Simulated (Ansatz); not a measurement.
## Lu: levels along high-symmetry lines

```xyz
2
Lattice="3.5181 0.0000 0.0000 -1.7590 3.0467 0.0000 0.0000 0.0000 5.4461" Properties=species:S:1:pos:R:3 pbc="T T T"
Lu    0.0000    2.0311    1.3615
Lu    1.7590    1.0156    4.0846
```

Atoms are numbered in the order listed.

Structure from Materials Project entry mp-145 (possibly hypothetical), not relaxed further.

Spin–orbit coupling is left out, though it moves levels of the heavy atoms by tenths of an eV or more.

Computed with DFT, PBE, all-electron LAPW, scalar-relativistic in Ansatz 0.2.0.

Numerical set-up: a Γ-centred 12×12×7 k mesh, Fermi–Dirac smearing of 0.03 eV, basis error target 1 meV/atom, no spin polarisation.

Points in fractions of the reciprocal vectors of this cell: Γ (0, 0, 0), M (0.5, 0, 0), K (0.333, 0.333, 0), A (0, 0, 0.5), L (0.5, 0, 0.5), H (0.333, 0.333, 0.5). The path joins them by straight lines in the order Γ–M–K–Γ–A–L–H–A–L; legs that retrace an earlier one aren't tabulated. Energies are in eV from the Fermi level.

Task: List the levels at K between -20 and 3 eV.

Result: -4.96 (×3), -4.95, -4.94 (×2), -4.92 (×2), -4.90, -4.89 (×2), -4.88 (×3), -1.03 (×2), -0.66 (×2), 1.31 (×2), 2.74.

Task: List the levels at A between -20 and 3 eV.

Result: -4.98 (×2), -4.95 (×4), -4.93 (×2), -4.88 (×4), -4.86 (×2), -4.34 (×2), 1.26 (×2), 2.05 (×4).

Task: List the levels at Γ between -20 and 3 eV.

Result: -6.02, -4.97, -4.96, -4.96, -4.93 (×2), -4.93 (×2), -4.92 (×2), -4.91, -4.88 (×2), -4.87, -4.86, -2.37, 0.72, 2.16 (×2), 2.68, 2.92 (×2).

Task: What is the band gap?

Result: none: bands cross the Fermi level, a metal.
